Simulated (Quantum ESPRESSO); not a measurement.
# Planted mistakes on one cell of Mg3O2ClF

These are calculations, not measurements. They come from pw.x of Quantum ESPRESSO 7.5, a plane-wave density functional program, with PseudoDojo standard norm-conserving files (v0.5 for PBE, v0.4.1 for LDA and PBEsol). The cells are made up: elements, strain and atom displacements were drawn at random, and nothing was relaxed. There is no spin polarisation, spin-orbit coupling or dispersion term.

The cell has 8 sites of a rocksalt lattice. Sites 1 to 4 hold Mg Mg empty Mg; sites 5 to 8 hold O Cl O F. Cell vectors in Å: (4.408, 0.000, 0.000); (0.000, 4.408, 0.000); (0.000, 0.000, 4.408). Settings: PBE, cutoff 1143 eV, 4 x 4 x 4 k mesh shifted by half a step, Fermi-Dirac smearing of 0.025 eV.

The intended run has a self-consistency threshold of 1e-07 eV, a smearing term of 0.000 eV, a pressure of 6.45 GPa and 11 iterations. Each further run changes one thing: all lengths scaled by 0.9899; atoms of sites 5 and 6 exchanged; cutoff 800 eV; files of PBEsol; one electron added; smearing 0.39 eV; threshold 0.2 eV. A coarse mesh keeps the shift, and a charged cell sits in a uniform background.

| run | change of free energy (eV) | smearing term -TS (eV) | change of P (GPa) | largest change of a force component (eV/Å) | iterations |
| --- | --- | --- | --- | --- | --- |
| A | -0.037 | -0.157 | 0.53 | 0.019 | 10 |
| B | 0.032 | 0.000 | 0.15 | 1.584 | 11 |
| C | 2.614 | 0.000 | -38.62 | 0.044 | 11 |
| D | 0.133 | 0.000 | 3.71 | 0.145 | 11 |
| E | 13.702 | 0.000 | -3.31 | 0.043 | 11 |
| F | 10.717 | -0.014 | 30.60 | 0.472 | 11 |
| G | 0.007 | 0.000 | 0.03 | 0.109 | 5 |

A rerun of the intended cell at 1437 eV and k mesh 6 x 6 x 6 moved values by no more than 0.003 eV in the cell's energy, 0.04 GPa in stress and 0.003 eV/Å in force.

Question: which change belongs to which run?

## Worked reading

Run G has the fewest iterations, as a run stopped early does. Run A has the largest smearing term, as wide smearing gives. Run C has a higher energy and the largest fall in pressure, as too small a basis gives. Run D changes the volume by a factor of 0.9700; minus its pressure change over the logarithm of that factor, 122 GPa, is a rough bulk modulus with clamped atoms. Energies from files of another functional, or of a charged cell, have another zero and say nothing on stability; the pressure of a charged cell rests on the program's zero of potential too.

## Key

| run | change |
| --- | --- |
| A | smearing 0.39 eV |
| B | atoms of sites 5 and 6 exchanged |
| C | cutoff 800 eV |
| D | all lengths scaled by 0.9899 |
| E | files of PBEsol |
| F | one electron added |
| G | threshold 0.2 eV |